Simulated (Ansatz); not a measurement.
TiGe2:
```
TiGe2
1.0
    4.58215     0.00000     0.00000
   -2.29108     3.96826     0.00000
    0.00000     0.00000     2.63637
Ti Ge
1 2
Direct
  0.00000   0.00000   0.00000
  0.33333   0.66667   0.50000
  0.66667   0.33333   0.50000
```

Relaxed with PBE+D3(BJ). Special points in fractions of this cell's reciprocal vectors: Γ (0.000, 0.000, 0.000); M (0.500, 0.000, 0.000); K (0.333, 0.333, 0.000); A (0.000, 0.000, 0.500); L (0.500, 0.000, 0.500); H (0.333, 0.333, 0.500).

**Question.** List the band energies nearest the Fermi level at these points for the program Ansatz at the PBE+D3(BJ) level (PAW).

**Answer.** In eV from the Fermi level; about four levels below and three above (degenerate sets whole), none deeper than 8.9 eV; points with the same levels are listed once.

```
k                          below                above
-  -----------------------------  -------------------
Γ  -4.74 -4.74 -1.51 -0.65 -0.65  2.59 2.59 3.02 3.02
M        -5.03 -4.06 -0.81 -0.49       1.85 2.36 2.57
K        -6.69 -1.15 -1.14 -1.14  2.45 2.45 2.83 2.83
A        -1.27 -0.96 -0.48 -0.48       0.28 0.28 3.85
L        -5.96 -4.89 -4.08 -3.36       0.68 1.05 1.06
H  -7.12 -7.12 -4.40 -4.40 -2.79       0.27 0.27 0.35
```

Space group P6/mmm. A made-up cell: these elements were put on the sites of a structure type; neither database checked (COD, Materials Project) lists it. COD files the formula under space group No. 70. Whether it is the stable phase at ambient conditions was not checked. The PBE+D3(BJ) relaxation kept the symmetry of its start; its stability against distortions is not shown here. The run is not spin-polarised. Scalar-relativistic: spin–orbit coupling is off unless named, which matters more the heavier the elements.

Potentials: the later of the program's two PAW sets.
